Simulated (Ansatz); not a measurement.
CdSe (zinc blende)

```xyz
4
Lattice="0.0000 6.1333 6.1333 3.0666 0.0000 3.0666 3.0666 3.0666 0.0000" Properties=species:S:1:pos:R:3 pbc="T T T"
Se     4.6000     4.6000     4.6000
Se     4.6000     7.6666     7.6666
Cd     0.0000     0.0000     0.0000
Cd     0.0000     3.0666     3.0666
```

In this cell atom 2 (Se, nearest neighbour Cd at 2.656 Å; its periodic images, 4.3 Å or more away, move with it) is moved by u·(0.707, 0.707, 0.000) + v·(0.000, 0.000, 1.000); the rest is frozen.

Method: r2SCAN (plane waves to 500 eV, PAW, scalar-relativistic; Ansatz, a first-principles code). k mesh 4×8×8 (Γ-centred), Fermi-Dirac smearing 0.05 eV. E stands for the smeared free energy. Compression counts positive. Points where atoms come too close for the PAW data are left out (x in tables, blank in figures). CdSe was relaxed with its symmetry unable to fall. ΔE is measured from the undisplaced structure. Axes are in Å.

ΔE (meV/cell), with u across and v down:

```csv
v \ u,-0.880,-0.440,0.000,0.440,0.880
-0.880,1025,1579,1891,1579,1025
-0.440,786,532,537,532,786
0.000,2874,551,0,551,2874
0.440,x,2331,517,2331,x
0.880,x,x,1804,x,x
```

P (GPa), with u across and v down:

```csv
v \ u,-0.880,-0.440,0.000,0.440,0.880
-0.880,2.7,5.2,6.4,5.2,2.7
-0.440,2.5,1.8,1.9,1.8,2.5
0.000,9.7,2.1,0.0,2.1,9.7
0.440,x,7.9,1.9,7.9,x
0.880,x,x,6.4,x,x
```

What the scan shows:

Lowest place on the grid: u = 0.000 Å, v = 0.000 Å (0 meV/cell).

(A displaced cell: forces are minus the slopes of the energy, force constants its curvatures, and phonons follow from these.)
